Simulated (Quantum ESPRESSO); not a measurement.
**Kohn-Sham bands of RbBr (CsCl type)**

```
CELL_PARAMETERS angstrom
      4.12608     0.00000     0.00000
      0.00000     4.12608     0.00000
      0.00000     0.00000     4.12608
ATOMIC_POSITIONS crystal
  Rb 0.00000 0.00000 0.00000
  Br 0.50000 0.50000 0.50000
```

Cell from Materials Project (mp-23303), symmetrised, no further relaxation. Not found in the COD (Crystallography Open Database) copy used, which has the formula in other groups; not checked further. Method: PBEsol plane waves in Quantum ESPRESSO 7.5 (PseudoDojo norm-conserving files, 37 Ry, spinors with spin-orbit coupling), Bloch states on a 6×6×6 mesh through Γ, Wannier90 4.0.1. Density: 8×8×8 mesh, cold smearing 0.01 Ry.

### Question
List the Kohn-Sham levels between −8 and 6.9 eV relative to the valence-band maximum at the high-symmetry points, as a band run of pw.x on that density gives them (levels within 2 meV counted together).

### Answer
```json
[
 {"point": "Γ", "k (reciprocal lattice)": "0.000 0.000 0.000", "levels (eV)": "-0.54 (×2), -0.02 (×4), 3.87 (×2), 5.44 (×4)"},
 {"point": "X", "k (reciprocal lattice)": "0.000 0.500 0.000", "levels (eV)": "-1.82 (×2), -0.41 (×2), -0.11 (×2), 6.77 (×2)"},
 {"point": "M", "k (reciprocal lattice)": "0.500 0.500 0.000", "levels (eV)": "-1.26 (×2), -0.99 (×2), 0.00 (×2), 5.15 (×2), 6.06 (×2)"},
 {"point": "R", "k (reciprocal lattice)": "0.500 0.500 0.500", "levels (eV)": "-1.66 (×2), -1.27 (×4)"}
]
```
